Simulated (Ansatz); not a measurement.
Ir (Fm-3m), two-dimensional strain map

Computed with DFT PBEsol, scalar-relativistic, plane waves, PAW (Ansatz). Cutoff 420 eV, Γ-centred 22×22×22 k-points, Gaussian smearing of 0.15 eV. Spin–orbit coupling is left out, which can shift energies with elements as heavy as these. No spin polarisation. Energies are free energies at this smearing, counted from the undisturbed cell; pressure is positive in compression.

The starting cell (as given, not relaxed at this level; it stands at -2.6 GPa):

```xyz
1
Lattice="0.0000 1.9197 1.9197 1.9197 0.0000 1.9197 1.9197 1.9197 0.0000" Properties=species:S:1:pos:R:3 pbc="T T T"
Ir    0.0000    0.0000    0.0000
```

The cell is strained by p along both x and y and by q along z, fractional coordinates fixed. Points are written (p, q).

p was sampled at -0.050, -0.025, 0.000, 0.025, 0.050 and q at -0.050, -0.025, 0.000, 0.025, 0.050.

Where on the computed points is the energy highest, and how high?

At (-0.050, -0.050): 424.3 meV/atom.

Away from (0, 0), which computed point is lowest?

(0.000, -0.025): 12.4 meV/atom.

The map, in meV/atom:

| p \ q | -0.050 | -0.025 | 0.000 | 0.025 | 0.050 |
| --- | --- | --- | --- | --- | --- |
| -0.050 | 424.3 | 289.5 | 206.2 | 166.7 | 163.8 |
| -0.025 | 176.8 | 86.1 | 41.1 | 35.1 | 61.9 |
| 0.000 | 65.4 | 12.4 | 0.0 | 22.0 | 73.0 |
| 0.025 | 61.4 | 40.7 | 55.8 | 101.3 | 172.3 |
| 0.050 | 141.1 | 148.3 | 186.6 | 251.6 | 339.1 |